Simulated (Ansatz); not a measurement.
Sb$_{2}$Ru in space group Pnnm (No. 58; Sb on 4g, Ru on 2a), PBE in the plane-wave PAW code Ansatz, all energies at zero smearing, with the estimated change up to a 700 eV cutoff added, with one set of potentials and settings (totals compare only within such a set). Cell of 6 atoms (4 Sb, 2 Ru): -37696.689 eV.

| element | reference phase | E (eV/atom) |
|---|---|---|
| Sb | R-3m, 2 atoms in the cell | -6484.4916 |
| Ru | P6_3/mmc, 2 atoms in the cell | -5878.6876 |

Formation energy per atom, worked out: (-37696.689 − 4×(-6484.4916) − 2×(-5878.6876))/6 = -0.225 eV/atom (-22 kJ per mol of atoms), at 0 K, without zero-point energy or fitted corrections.

The first step of the workflow began from a Materials Project structure, measured or hypothetical; the Crystallography Open Database files this formula in space group No. 58, but the cells were not matched. Whether it is the stable phase at ambient conditions was not checked. Symmetry was held in the PBE relaxation; its stability against distortions is not shown here. The run is not spin-polarised. The references are the lowest solids computed at this level, not always the standard phases. Scalar-relativistic: spin–orbit coupling is off unless named, which matters more the heavier the elements.

Potentials: the later of the program's two PAW sets.
